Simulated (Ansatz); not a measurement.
Values for one crystal, relaxed and computed with the program Ansatz at the r²SCAN level (PAW); other levels are named.

```yaml
volume_per_atom: 11.21 Å³
band_gap: 2.11 eV (direct)
valence_band_maximum: at Γ
Formation energy from the elements (no fitted shifts): -1.93 eV/atom
conduction_band_minimum: at Γ
```

Problem. Pick the material that matches.
(A) RbCNO, Ima2 (Rb on 4a, C on 4b, N on 4b, O on 4b)
(B) KTaO3, cubic perovskite
(C) K2TeOF4, Cmcm (Pearson symbol oS32)
(D) MgSb2O6, P4_2/mnm (Mg on 2a, Sb on 4e, O on 8j, O on 4f)

Solution. D, MgSb2O6, P4_2/mnm (Mg on 2a, Sb on 4e, O on 8j, O on 4f)

The first step of the workflow began from a Materials Project structure, measured or hypothetical; the Crystallography Open Database files this formula in space group No. 136, but the cells were not matched. Whether it is the stable phase at ambient conditions was not checked. The cell was relaxed with r²SCAN under the symmetry of its start; its stability against distortions is not shown here. The references are the lowest solids computed at this level, not always the standard phases (solids in place of the gases). Scalar-relativistic: spin–orbit coupling is off unless named, which matters more the heavier the elements.

Potentials: the later of the program's two PAW sets.
